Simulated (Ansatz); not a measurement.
WS₂ built on the 2H-MoS2 prototype, relaxed with r2SCAN+rVV10. It is hexagonal, P6_3/mmc (No. 194); conventional cell a = 3.170 Å, c = 12.491 Å, 18.12 Å³ an atom. W is surrounded by 6 S at 2.41 Å; S is surrounded by 3 W at 2.41 Å.

```
W S
1.0
     3.16995    0.00000    0.00000
    -1.58497    2.74525    0.00000
     0.00000    0.00000   12.49107
W S
2 4
Direct
  0.33333 0.66667 0.25000
  0.66667 0.33333 0.75000
  0.66667 0.33333 0.37511
  0.66667 0.33333 0.12489
  0.33333 0.66667 0.87511
  0.33333 0.66667 0.62489
```

4 runs of Ansatz on this cell differ in the functional (and in the settings that go with it). Levels are in eV from each run's valence top; v1 is the last filled band, c1 the first empty one.

Run A, mean stress -1.2 GPa (compression positive):
```tsv
point	v5	v3	v1	c1	c2	c3
Γ	-2.54	-1.94	0.00	3.66	3.66	3.67
M	-3.21	-2.17	-1.78	3.61	3.65	3.98
K	-4.65	-3.43	-0.59	2.33	2.33	3.56
A	-2.56	-2.56	-0.37	3.65	3.65	3.65
L	-3.31	-2.25	-1.86	3.63	3.63	4.13
H	-4.36	-3.57	-0.69	2.33	2.33	4.08
```

Run B, mean stress -1.2 GPa (compression positive):
```tsv
point	v5	v3	v1	c1	c2	c3
Γ	-2.50	-1.89	0.00	2.98	2.98	2.99
M	-3.14	-2.12	-1.74	2.92	2.96	3.28
K	-4.58	-3.37	-0.58	1.68	1.68	2.88
A	-2.53	-2.53	-0.36	2.97	2.97	2.97
L	-3.24	-2.21	-1.81	2.94	2.94	3.43
H	-4.30	-3.51	-0.68	1.68	1.68	3.39
```

Run C, mean stress +1.2 GPa (compression positive):
```tsv
point	v5	v3	v1	c1	c2	c3
Γ	-2.39	-1.71	0.00	2.43	2.43	2.44
M	-2.89	-1.98	-1.59	2.37	2.41	2.71
K	-4.25	-3.09	-0.60	1.30	1.30	2.33
A	-2.41	-2.41	-0.33	2.43	2.43	2.43
L	-2.98	-2.07	-1.66	2.39	2.39	2.85
H	-3.98	-3.23	-0.70	1.30	1.30	2.81
```

Run D, mean stress -4.7 GPa (compression positive):
```tsv
point	v5	v3	v1	c1	c2	c3
Γ	-2.24	-1.53	0.00	2.26	2.26	2.27
M	-2.67	-1.78	-1.50	2.20	2.24	2.52
K	-4.03	-2.87	-0.58	1.17	1.17	2.06
A	-2.26	-2.26	-0.31	2.26	2.26	2.26
L	-2.78	-1.86	-1.57	2.21	2.21	2.68
H	-3.75	-3.01	-0.68	1.17	1.17	2.56
```

Q: Match the runs to LDA, r2SCAN, HSE06, PBE0.

A: A is PBE0, B is HSE06, C is r2SCAN, D is LDA. In order of the gap: LDA 0.96, r2SCAN 1.15, HSE06 1.57, PBE0 2.23 eV.

Spin-unpolarised throughout; all numbers are computed.

No spin-orbit coupling is included; it can move band edges with weight on the heavy atoms by tenths of an eV.

The program warns that its thresholds are loose for a hybrid's stress.

The meshes of the hybrids are coarse, so their gaps aren't converged to the digits shown.
